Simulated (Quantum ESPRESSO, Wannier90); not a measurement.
# TaN (P-6m2), plane waves to Wannier functions

```
CELL_PARAMETERS angstrom
      2.93994     0.00000     0.00000
     -1.46997     2.54606     0.00000
      0.00000     0.00000     2.89018
ATOMIC_POSITIONS crystal
  Ta 0.00000 0.00000 0.50000
  N  0.66667 0.33333 0.00000
```

Materials Project entry mp-1459; symmetrised, unrelaxed at this level. COD (Crystallography Open Database) has the formula in 5 space groups, this one among them (matched by group alone). Level: PBEsol, spinors with spin-orbit coupling; pw.x of Quantum ESPRESSO at 68 Ry with PseudoDojo potentials, 12×12×6 k-points, Wannier90. Density: 12×12×10 mesh, cold smearing 0.01 Ry.

Base run: 16 functions from bands 11-44 of the 44 computed, start hydrogen-like Ta: d; N: p, centres 0.05 Å off the atoms, frozen window up to 1.50 eV relative to the Fermi level, outer window open. One setting was then changed (edges relative to the Fermi level; misfit to pw.x on a path, for states up to 1.0 eV relative to the Fermi level).

```json
[
 {"run": "base", "Ω_I (Å²)": "18.76", "rms misfit (meV)": "4.3", "worst (meV)": "48"},
 {"run": "changed", "Ω_I (Å²)": "21.36", "rms misfit (meV)": "1.3", "worst (meV)": "8.3"}
]
```

Problem. Which change was made?
A) only the lowest 29 of the kept bands
B) only the lowest 25 of the kept bands
C) only the lowest 18 of the kept bands
D) no frozen window

Solution. C, only the lowest 18 of the kept bands. The others give:

```json
[
 {"run": "no frozen window", "Ω_I (Å²)": "13.54", "rms misfit (meV)": "2820", "worst (meV)": "5591"},
 {"run": "only the lowest 25 of the kept bands", "Ω_I (Å²)": "19.57", "rms misfit (meV)": "3.1", "worst (meV)": "40"},
 {"run": "only the lowest 29 of the kept bands", "Ω_I (Å²)": "19.07", "rms misfit (meV)": "3.3", "worst (meV)": "34"}
]
```
